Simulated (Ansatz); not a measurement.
Mg2Cu3Ge:
```
Mg2Cu3Ge
1.0
    5.01237     0.00000     0.00000
   -2.50618     4.34084     0.00000
    0.00000     0.00000     7.99374
Mg Cu Ge
4 6 2
Cartesian
  2.50618   1.44695   7.49254
  0.00000   2.89389   0.50120
  0.00000   2.89389   3.49567
  2.50618   1.44695   4.49807
  0.00000   1.48160   5.99530
  2.50618   2.85924   1.99843
  3.72926   0.74080   1.99843
 -1.22308   3.60004   5.99530
  1.22308   3.60004   5.99530
  1.28310   0.74080   1.99843
  0.00000   0.00000   0.00000
  0.00000   0.00000   3.99687
```

Relaxed with r²SCAN. Special points in fractions of this cell's reciprocal vectors: Γ (0.000, 0.000, 0.000); M (0.500, 0.000, 0.000); K (0.333, 0.333, 0.000); A (0.000, 0.000, 0.500); L (0.500, 0.000, 0.500); H (0.333, 0.333, 0.500).

List the band energies nearest the Fermi level at these points for the program Ansatz at the r²SCAN level (PAW).

In eV from the Fermi level; about four levels below and three above (degenerate sets whole), none deeper than 8.9 eV; points with the same levels are listed once.

| k | below | above |
|---|---|---|
| Γ | -1.21 -1.21 -0.83 -0.83 | 0.98 1.57 1.62 1.62 |
| M | -2.06 -1.62 -1.42 -0.71 | 0.34 0.46 0.51 |
| K | -2.47 -2.47 -2.36 -2.36 | 0.56 1.22 1.22 |
| A | -1.62 -1.62 -1.62 -1.62 | 0.37 0.37 0.37 0.37 |
| L | -1.49 -1.49 -0.70 -0.70 | 2.08 2.08 3.16 3.16 |
| H | -0.92 -0.92 -0.31 -0.31 | 2.23 2.23 2.74 2.74 |

Space group P6_3/mmc. The first step of the workflow began from a Materials Project structure, measured or hypothetical; the Crystallography Open Database copy checked does not list it. Its standing as an ambient phase is unchecked. Symmetry was held in the r²SCAN relaxation; whether a distortion lowers the energy is not shown. The run is not spin-polarised. Spin–orbit coupling is left out wherever it is not named.

Potentials: the later of the program's two PAW sets.
